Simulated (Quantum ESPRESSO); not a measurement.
## Zn3GaS3Se (input and log of a self-consistent run)

Computed values, not a measurement. The program is pw.x of Quantum ESPRESSO 7.5 (plane-wave density functional theory). The cell is made up: 8 atoms on a zincblende/diamond lattice, with randomly drawn elements, strain and displacements, not relaxed. PseudoDojo standard norm-conserving files (v0.5 for PBE, v0.4.1 for LDA and PBEsol) set the functional; there is no spin polarisation, spin-orbit coupling or dispersion term, and the masses in the input are unused placeholders. A spin-polarised start on this cell or one of its family kept no moment.

Input:

```
&control calculation='scf', pseudo_dir='./dojo.nc.sr.pbe.v0_5.standard.upf', outdir='./o', disk_io='low', tprnfor=.true., tstress=.true. /
&system ibrav=0, nat=8, ntyp=4, nbnd=64, ecutwfc=85.99341389, nosym=.true., tot_charge=0,
 occupations='smearing', smearing='fd', degauss=0.0073498644
/
&electrons conv_thr=7.350e-09, electron_maxstep=60, /
ATOMIC_SPECIES
Ga 1.0 Ga.upf
S 1.0 S.upf
Se 1.0 Se.upf
Zn 1.0 Zn.upf
CELL_PARAMETERS angstrom
5.5219 -0.0517 0.073
-0.0517 5.5352 0.0287
0.073 0.0287 5.456
ATOMIC_POSITIONS angstrom
Zn -0.0711 -0.0779 -0.0806
Zn 0.0749 2.8681 2.6705
Ga 2.7295 -0.0282 2.7938
Zn 2.7301 2.9361 -0.0251
S 1.2534 1.4314 1.2202
Se 1.4148 3.9689 4.0328
S 4.2604 1.2185 4.096
S 4.029 4.1132 1.4779
K_POINTS automatic
6 6 6 1 1 1
```

The log is shortened where brackets say so; the opening notice, blank lines, dates and the lines on written files are dropped, and the path of the files is cut. It prints rydbergs, bohrs and kilobars, and counts compression as positive stress.

```
     Program PWSCF v.7.5
     Parallel version (MPI & OpenMP), running on       4 processor cores
     Number of MPI processes:                 4
     Threads/MPI process:                     1
     [start-up lines left out]
     bravais-lattice index     =            0
     lattice parameter (alat)  =      10.4362  a.u.
     unit-cell volume          =    1125.0339 (a.u.)^3
     number of atoms/cell      =            8
     number of atomic types    =            4
     number of electrons       =       107.00
     number of Kohn-Sham states=           64
     kinetic-energy cutoff     =      85.9934  Ry
     charge density cutoff     =     343.9737  Ry
     scf convergence threshold =      7.3E-09
     mixing beta               =       0.7000
     number of iterations used =            8  plain     mixing
     Exchange-correlation= PBE
                           (   1   4   3   4   0   0   0)
     [axes and pseudopotential details left out]
   Cartesian axes
     site n.     atom                  positions (alat units)
         1        Zn     tau(   1) = (  -0.0128743  -0.0141056  -0.0145945  )
         2        Zn     tau(   2) = (   0.0135624   0.5193364   0.4835563  )
         3        Ga     tau(   3) = (   0.4942396  -0.0051063   0.5058827  )
         4        Zn     tau(   4) = (   0.4943483   0.5316494  -0.0045449  )
         5        S      tau(   5) = (   0.2269573   0.2591884   0.2209457  )
         6        Se     tau(   6) = (   0.2561825   0.7186619   0.7302325  )
         7        S      tau(   7) = (   0.7714448   0.2206379   0.7416764  )
         8        S      tau(   8) = (   0.7295444   0.7447908   0.2676083  )
     number of k points=   108  Fermi-Dirac smearing, width (Ry)=  0.0073
     Number of k-points >= 100: set verbosity='high' to print them.
     Dense  grid:   121185 G-vectors     FFT dimensions: (  64,  64,  64)
     Estimated max dynamical RAM per process >     593.05 MB
     Estimated total dynamical RAM >       2.23 GB
     Initial potential from superposition of free atoms
     starting charge     106.9968, renormalised to     107.0000
     Starting wfcs are   60 randomized atomic wfcs +    4 random wfcs
     total cpu time spent up to now is       10.3 secs
     per-process dynamical memory:   510.7 Mb
     Self-consistent Calculation
     iteration #  1     ecut=    85.99 Ry     beta= 0.70
     Davidson diagonalization with overlap
     ethr =  1.00E-02,  avg # of iterations =  5.8
     Threshold (ethr) on eigenvalues was too large:
     Diagonalizing with lowered threshold
     Davidson diagonalization with overlap
     ethr =  3.77E-04,  avg # of iterations =  3.1
     total cpu time spent up to now is       70.2 secs
     total energy              =   -1715.80071166 Ry
     estimated scf accuracy    <       0.39889418 Ry
     iteration #  2     ecut=    85.99 Ry     beta= 0.70
     Davidson diagonalization with overlap
     ethr =  3.73E-04,  avg # of iterations =  3.8
     total cpu time spent up to now is      104.2 secs
     total energy              =   -1715.89402713 Ry
     estimated scf accuracy    <       0.31284753 Ry
     iteration #  3     ecut=    85.99 Ry     beta= 0.70
     Davidson diagonalization with overlap
     ethr =  2.92E-04,  avg # of iterations =  2.0
     total cpu time spent up to now is      134.5 secs
     total energy              =   -1715.96180219 Ry
     estimated scf accuracy    <       0.01501778 Ry
     iteration #  4     ecut=    85.99 Ry     beta= 0.70
     Davidson diagonalization with overlap
     ethr =  1.40E-05,  avg # of iterations =  8.4
     total cpu time spent up to now is      171.1 secs
     total energy              =   -1715.96575136 Ry
     estimated scf accuracy    <       0.00236709 Ry
     iteration #  5     ecut=    85.99 Ry     beta= 0.70
     Davidson diagonalization with overlap
     ethr =  2.21E-06,  avg # of iterations =  4.3
     total cpu time spent up to now is      202.8 secs
     total energy              =   -1715.96615897 Ry
     estimated scf accuracy    <       0.00025450 Ry
     iteration #  6     ecut=    85.99 Ry     beta= 0.70
     Davidson diagonalization with overlap
     ethr =  2.38E-07,  avg # of iterations =  3.2
     total cpu time spent up to now is      231.5 secs
     total energy              =   -1715.96622725 Ry
     estimated scf accuracy    <       0.00003703 Ry
     iteration #  7     ecut=    85.99 Ry     beta= 0.70
     Davidson diagonalization with overlap
     ethr =  3.46E-08,  avg # of iterations =  2.1
     total cpu time spent up to now is      259.0 secs
     total energy              =   -1715.96623529 Ry
     estimated scf accuracy    <       0.00000109 Ry
     iteration #  8     ecut=    85.99 Ry     beta= 0.70
     Davidson diagonalization with overlap
     ethr =  1.02E-09,  avg # of iterations =  3.9
     total cpu time spent up to now is      292.5 secs
     total energy              =   -1715.96623562 Ry
     estimated scf accuracy    <       0.00000037 Ry
     iteration #  9     ecut=    85.99 Ry     beta= 0.70
     Davidson diagonalization with overlap
     ethr =  3.48E-10,  avg # of iterations =  2.2
     total cpu time spent up to now is      321.0 secs
     total energy              =   -1715.96623573 Ry
     estimated scf accuracy    <       0.00000005 Ry
     iteration # 10     ecut=    85.99 Ry     beta= 0.70
     Davidson diagonalization with overlap
     ethr =  4.54E-11,  avg # of iterations =  2.4
     total cpu time spent up to now is      349.0 secs
     End of self-consistent calculation
     Number of k-points >= 100: set verbosity='high' to print the bands.
     the Fermi energy is     9.9640 ev
!    total energy              =   -1715.96623574 Ry
     estimated scf accuracy    <          4.3E-09 Ry
     smearing contrib. (-TS)   =      -0.00469591 Ry
     internal energy E=F+TS    =   -1715.96153982 Ry
     The total energy is F=E-TS. E is the sum of the following terms:
     one-electron contribution =   -1357.27777048 Ry
     hartree contribution      =     707.94685510 Ry
     xc contribution           =    -244.13866119 Ry
     ewald contribution        =    -822.49196325 Ry
     convergence has been achieved in  10 iterations
     Forces acting on atoms (cartesian axes, Ry/au):
     atom    1 type  4   force =     0.00535497    0.00959214    0.01855790
     atom    2 type  4   force =    -0.06219071   -0.06773948   -0.05456184
     atom    3 type  1   force =     0.01406731    0.06753797   -0.04583844
     atom    4 type  4   force =     0.04883838   -0.07769744    0.04951326
     atom    5 type  2   force =     0.01558109   -0.00756007    0.00086717
     atom    6 type  3   force =    -0.03785758    0.04844115    0.04277546
     atom    7 type  2   force =    -0.01061564    0.04054838    0.00466843
     atom    8 type  2   force =     0.02682217   -0.01312264   -0.01598194
     Total force =     0.196133     Total SCF correction =     0.000470
     Computing stress (Cartesian axis) and pressure
          total   stress  (Ry/bohr**3)                   (kbar)     P=       60.52
   0.00042749   0.00009211   0.00018612           62.89       13.55       27.38
   0.00009211   0.00033703  -0.00007565           13.55       49.58      -11.13
   0.00018612  -0.00007565   0.00046969           27.38      -11.13       69.09
     init_run     :      9.75s CPU     10.15s WALL (       1 calls)
     electrons    :    336.85s CPU    338.72s WALL (       1 calls)
     forces       :      4.20s CPU      4.22s WALL (       1 calls)
     stress       :     14.55s CPU     14.55s WALL (       1 calls)
     [timing details left out]
     PWSCF        :   6m 5.55s CPU   6m 7.96s WALL
     JOB DONE.
```

In other units: free energy -23346.910 eV for the cell, pressure 6.05 GPa, largest force component 1.998 eV/Å. A rerun of this cell at 1467 eV and a 8 x 8 x 8 mesh moved values by no more than 0.011 eV in energy, 0.04 GPa in stress and 0.012 eV/Å in force.